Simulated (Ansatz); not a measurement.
A geometry of AlRu away from equilibrium: the start of the relaxation of a generated cell, AlRu placed in the AFLOW prototype AB_hR6_160_3a_3a (as in SiC). All values below come from r2SCAN (plane waves to 500 eV, PAW, scalar-relativistic; Ansatz, a first-principles code). Γ-centred k-mesh 11×11×11 on the run's cell (coarser than for final values), Fermi–Dirac smearing 0.05 eV.

```xyz
6
Lattice="1.6392 0.9464 8.0303 -1.6392 0.9464 8.0303 0.0000 -1.8928 8.0303" Properties=species:S:1:pos:R:3:forces:R:3 pbc="T T T" free_energy=-19275.841 pressure_GPa=112.0
Ru     0.0000     0.0000     0.0000    0.0000    0.0000   -0.4736
Ru     0.0000     0.0000     5.3535    0.0000    0.0000   -0.1082
Ru     0.0000     0.0000    18.7374    0.0000    0.0000    0.2093
Al     0.0000     0.0000     2.0075    0.0000    0.0000    0.0433
Al     0.0000     0.0000     7.3612    0.0000    0.0000    0.1935
Al     0.0000     0.0000    20.7449    0.0000    0.0000    0.1356
```

Positions in Å, forces in eV/Å, free energy of the cell in eV (comparable only within this code, potentials and settings). Largest force: 0.47 eV/Å, on Ru1 (atoms numbered as listed); the geometry lies 3.00 eV/atom above the end of its relaxation.

No spin polarisation in the result.

The run could not lose the symmetry of its start: the end is stationary, and may be a saddle point rather than a minimum.

The end of the path is a generated cell of AlRu: the first start was made by placing the elements on the sites of a structure type, and the end was not matched to a known phase here, so it may be hypothetical.
